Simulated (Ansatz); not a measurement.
Recipe of this trial structure of Ba₂Hf₂O: random cell by space group and Wyckoff sites (P-3m1, No. 164). The dimensions are guesses.

Space group P-3m1 (No. 164). a = 4.333 Å, b = 4.333 Å, c = 8.387 Å, α = 90.00°, β = 90.00°, γ = 120.00°
| atom | site | symmetry | x | y | z |
| --- | --- | --- | --- | --- | --- |
| Ba | 2c | 3m. | 0.0000 | 0.0000 | 0.1951 |
| Hf | 2d | 3m. | 0.3333 | 0.6667 | 0.5509 |
| O | 1b | -3m. | 0.0000 | 0.0000 | 0.5000 |

All numbers below come from DFT PBE, scalar-relativistic, plane waves, PAW in Ansatz 0.2.0. Cutoff 420 eV, Gaussian smearing, Γ-centred meshes. Cell and atoms relax first on a coarse mesh and then on a finer one. In between, the cell is made exact in the group found at 0.06 Å. In metals the finer mesh still leaves noise of several meV/atom or more. The steps can't lower the symmetry of their start. No spin polarisation.

A guess keeps its type if space group and coordination stay and the shape of the cell changes little (axis ratios within about 15 %, angles within 6°); the volume may change.

Task: Does this structure survive the relaxation?

Result: It doesn't keep its type. The symmetry stays P-3m1 (No. 164). The volume per atom shrinks by 1.4 %, from 27.3 to 26.9 Å³. The shortest distance goes from 2.54 Å (Hf–O) to 2.32 Å (Hf–O). The ratio c/a of the conventional cell changes by a factor of 1.83. Counting neighbours within 15 % of an atom's shortest distance, the start has Ba 1, Hf 6, O 8 and the end Ba 10, Hf 3, O 6. In detail, at the end Ba has 6 Ba at 3.53 Å, 3 Hf at 3.75 Å, 1 Ba at 3.94 Å and 1 O at 4.26 Å; Hf is surrounded by 3 O at 2.32 Å, 3 Hf at 3.02 Å, 6 Hf at 3.53 Å and 3 Ba at 3.75 Å; around O lie 6 Hf at 2.32 Å, 6 O at 3.53 Å, 6 Hf at 4.22 Å and 2 Ba at 4.26 Å.

```xyz
5
Lattice="3.5285 0.0000 0.0000 -1.7642 3.0557 0.0000 0.0000 0.0000 12.4670" Properties=species:S:1:pos:R:3 pbc="T T T"
Ba    0.0000    0.0000    1.9705
Ba    0.0000    0.0000   10.4965
Hf    0.0000    2.0372    7.3501
Hf    1.7642    1.0186    5.1169
O     0.0000    0.0000    6.2335
```

Energies over the elements count from the elements' standard structures at the same level (O₂ as a molecule), with no fitted energy shifts.

Task: At what energy does it end?

Result: −0.45 eV/atom.

The last run used a 12×12×4 mesh (in the run's order of axes) for its 5-atom cell and Gaussian smearing of 0.10 eV. Spin–orbit coupling, which can matter for Hf, is left out. The cell is a metal run without spin; a magnetic state may lie lower. Symmetry constrained the relaxation, so the result can be a saddle point. Another cell of Ba2Hf2O relaxed alike, in P-3m1, lies 116 meV/atom lower, so this cell isn't the stable form at this level.
